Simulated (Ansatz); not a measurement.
# Tl$_{2}$Pd: do energies and stresses tell the same story?

The calculation used Ansatz, DFT PBEsol, scalar-relativistic, plane waves, PAW.

Plane waves to 420 eV, a k mesh through Γ of 8×8×8 on the computed 6-atom cell and Gaussian smearing (0.10 eV); no spin polarisation.

Relaxed cell: I4/mcm, a = 6.737 Å, b = 6.737 Å, c = 5.723 Å, α = 90.00°, β = 90.00°, γ = 90.00°, 6 atoms in the primitive cell. Whether it is the stable form of this composition wasn't checked.

Energies at zero smearing and pressures from the stress tensor, at volumes with shape and atoms relaxed:
```tsv
V (Å³/atom)	E − E(first) (meV/atom)	P (GPa)
20.349	0.00	5.69
20.998	-16.49	2.57
21.648	-21.55	0.02
22.297	-17.32	-2.02
22.947	-5.57	-3.65
```

Task: Check P = −dE/dV between neighbouring volumes, and get the bulk modulus from the pressures alone.

Result: With 1 eV/Å³ = 160.2 GPa:
```
middle V (Å³/atom)  −ΔE/ΔV (GPa) mean P (GPa)
            20.674         4.068         4.132
            21.323         1.248         1.297
            21.973        -1.043        -0.999
            22.622        -2.899        -2.837
```

The two differ by 0.06 GPa at most. The mean of two end pressures misses the average over a step by about ΔV² P″/12, up to 0.05 GPa here; with that taken off 0.03 GPa remains. The stress is the derivative of the free energy, not of the energy at zero smearing, and with free energies 0.01 GPa remains. Around V = 21.648 Å³/atom, the two neighbours give B = −V ΔP/ΔV = 21.648 × 4.59 / 1.299 = 76.6 GPa, against B0 = 76.0 GPa from the Birch–Murnaghan fit of the energies.

Spin–orbit coupling is left out, which can shift energies with elements as heavy as these.

Cost: 6 runs of about 10 core-minutes in all, on Arm Neoverse V1 (shared hosts).